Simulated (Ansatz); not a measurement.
Consider the following.

Si:
```
CELL_PARAMETERS angstrom
      0.00000     2.70077     2.70077
      2.70077     0.00000     2.70077
      2.70077     2.70077     0.00000
ATOMIC_POSITIONS crystal
  Si 0.75000 0.75000 0.75000
  Si 0.50000 0.50000 0.50000
```

This is the LDA-relaxed structure.

### Question
All from plane-wave PAW LDA (Ansatz code), unless another level is named. Estimate the smallest direct gap on the standard path.

### Answer
2.53 eV.

### Question
What about the band gap?

### Answer
0.44 eV (indirect).

### Question
And the hole effective mass, band 1 of 3 at the edge?

### Answer
0.26 along [100], 2.7 along [110], 0.66 along [111] (mₑ).

### Question
Give the conduction-band minimum.

### Answer
on the Γ–X line, 84 % of the way from Γ (6 equivalent valleys).

### Question
And the valence-band maximum?

### Answer
at Γ.

Space group Fd-3m (diamond). The LDA relaxation kept the symmetry of its start; phonons on a q-mesh show no instability.

Potentials: the earlier of the program's two PAW sets.
